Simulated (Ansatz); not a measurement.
Consider the following.

Relaxed HfC (rock salt):

```yaml
crystal:
  lattice:
    - [0.00000, 2.30362, 2.30362]
    - [2.30362, 0.00000, 2.30362]
    - [2.30362, 2.30362, 0.00000]
  atoms:
    - { symbol: C, position: [0.00000, 0.00000, 0.00000] }
    - { symbol: Hf, position: [0.50000, 0.50000, 0.50000] }
```

Scan: atom 2 (Hf, nearest neighbour C at 2.304 Å; its periodic images, 3.3 Å or more away, move with it) is displaced along Cartesian z, direction (0.000, 0.000, 1.000) in Cartesian axes, by s. The other atoms stay.

The numbers are results of PBEsol (plane waves to 420 eV, PAW, scalar-relativistic; Ansatz, an electronic-structure program), not measurements. k mesh 14×14×14 (Γ-centred), Fermi-Dirac smearing 0.05 eV. E stands for the smeared free energy. Left out: 4 of 11 points, with atoms too close for the PAW data. With partly filled bands, energies and forces of such displacements shift with the k mesh and the smearing. HfC is run without spin polarisation. HfC was relaxed with its symmetry unable to fall. Spin-orbit coupling is left out, though Hf is heavy. The zero of ΔE is the undisplaced structure.

The scan covers s from -0.414 to 0.414 Å in 7 points.

Question: Is this a single well or a double well?

Answer: A single well with its minimum at or next to zero displacement.

Question: Is the energy the same for equal positive and negative displacements?

Answer: Even: the same for both signs. With its periodic images moving along, the atom's site symmetry in this cell is m-3m.

Question: What is the energy change at s = 0.414 Å?

Answer: 990 meV/cell.

Question: What is the force constant k = d²E/ds² of this move at s = 0?

Answer: 7.56 eV/Å².

Question: With two atoms in the cell this is the zone-centre optical mode. What wavenumber follows?

Answer: 427 cm⁻¹.

(A displaced cell: forces are minus the slopes of the energy, force constants its curvatures, and phonons follow from these.)
